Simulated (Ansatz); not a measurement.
In4Sb3As (ordering on wurtzite): the band gap by level of theory

All numbers come from Ansatz 0.2.0. The calculation is non-magnetic, and the structure need not be a phase that has been made.

In4Sb3As, ordered on the wurtzite lattice (P3m1) with 8 atoms a cell, relaxed with r2SCAN. It is trigonal, P3m1 (No. 156); a = 4.550 Å, c = 14.968 Å in the conventional setting, 33.54 Å³ an atom. As has 4 In at 2.66–2.74 Å; Sb has 4 In at 2.81–2.84 Å; Sb has 4 In at 2.81–2.83 Å; Sb has 4 In at 2.81–2.85 Å; In has 1 As at 2.66 Å and 3 Sb at 2.81 Å; In has 4 Sb at 2.81–2.84 Å; In has 4 Sb at 2.81–2.83 Å; In has 3 As at 2.74 Å and 1 Sb at 2.85 Å.

Relaxed lattice by functional, symmetry kept:

| functional | k mesh | a (Å) | c (Å) | volume (Å³/atom) |
| --- | --- | --- | --- | --- |
| PBE | 6×6×2 | 4.608 | 15.133 | 34.78 |
| r2SCAN | 6×6×2 | 4.550 | 14.968 | 33.54 |

Gaps on the r2SCAN cell, each the least over its mesh and the special points:
```tsv
level	k mesh	gap (eV)	kind	edges	least direct gap (eV)
PBE	6×6×2	none (overlap 0.08)	–	–	–
PBE+SOC	6×6×2	0.11	indirect	Γ → A	0.15
r2SCAN	6×6×2	0	–	–	–
```
All runs use a smearing of 0.02 eV.
Wave cutoffs: 420 eV, 500 eV (r2SCAN).

r2SCAN gives a gap of zero: filled and empty bands touch at Γ. The PBE+SOC gap is indirect, 0.11 eV (Γ to A), below the direct gap of 0.15 eV at A.

The levels disagree on the kind of gap: indirect with PBE+SOC; zero gap with r2SCAN; no gap with PBE.

Only the levels marked +SOC include spin-orbit coupling.

Gaps or overlaps of about a tenth of an eV are at the limit of these meshes: between the points read a gap can be smaller or closed.

Small gaps with spin-orbit coupling can be splittings of inverted bands, not the fundamental gap; semilocal functionals often invert bands that the real crystal keeps in order.
